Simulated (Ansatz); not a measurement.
In₂Au:
```
In2Au
1.0
    0.00000     3.28496     3.28496
    3.28496     0.00000     3.28496
    3.28496     3.28496     0.00000
In Au
2 1
Direct
  0.75000   0.75000   0.75000
  0.25000   0.25000   0.25000
  0.00000   0.00000   0.00000
```

Relaxed with r²SCAN. Special points in fractions of this cell's reciprocal vectors: Γ (0.000, 0.000, 0.000); X (0.500, 0.000, 0.500); U (0.625, 0.250, 0.625); K (0.375, 0.375, 0.750); L (0.500, 0.500, 0.500); W (0.500, 0.250, 0.750).

Task: List the band energies nearest the Fermi level at these points for DFT-r²SCAN in the program Ansatz with PAW potentials.

Result: In eV from the Fermi level; about four levels below and three above (degenerate sets whole), none deeper than 8.9 eV; points with the same levels are listed once.

| k | below | above |
|---|---|---|
| Γ | -5.85 -5.85 -5.85 -5.01 -5.01 | 0.44 3.14 3.14 3.14 |
| X | -4.48 -1.94 -1.94 -0.28 | 2.53 9.31 9.31 |
| U | -4.97 -4.50 -3.47 -1.18 | 1.11 4.54 6.86 |
| L | -5.58 -5.58 -5.01 -5.01 -4.88 | 0.84 0.84 1.78 |
| W | -4.77 -4.05 -4.05 -2.18 | 3.75 3.75 5.20 |

Space group Fm-3m (fluorite or antifluorite type). The workflow started from a Materials Project entry (that database holds measured and hypothetical structures alike); the Crystallography Open Database files this formula in space group No. 225, but the cells were not matched. Its standing as an ambient phase is unchecked. The cell was relaxed with r²SCAN under the symmetry of its start; its stability against distortions is not shown here. Spin–orbit coupling is left out wherever it is not named.

Potentials: the earlier of the program's two PAW sets.
